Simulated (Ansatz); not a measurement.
GaCuSe2 (chalcopyrite, I-42d), PBE (plane waves, PAW; program Ansatz), all energies at zero smearing, with the estimated change up to a 700 eV cutoff added, with one set of potentials and settings (totals compare only within such a set). Cell of 8 atoms (2 Ga, 2 Cu, 4 Se): -42696.544 eV.

| element | reference phase | E (eV/atom) |
|---|---|---|
| Ga | Cmce, 4 atoms in the cell | -3783.0209 |
| Cu | Fm-3m, 1 atoms in the cell | -6625.1757 |
| Se | P3_121, 3 atoms in the cell | -5469.0798 |

Formation energy per atom, worked out: (-42696.544 − 2×(-3783.0209) − 2×(-6625.1757) − 4×(-5469.0798))/8 = -0.479 eV/atom (-46 kJ per mol of atoms), at 0 K, without zero-point energy or fitted corrections.

The cell was relaxed with PBE under the symmetry of its start. The run is not spin-polarised. The references are the lowest solids computed at this level, not always the standard phases.

Potentials: the later of the program's two PAW sets.
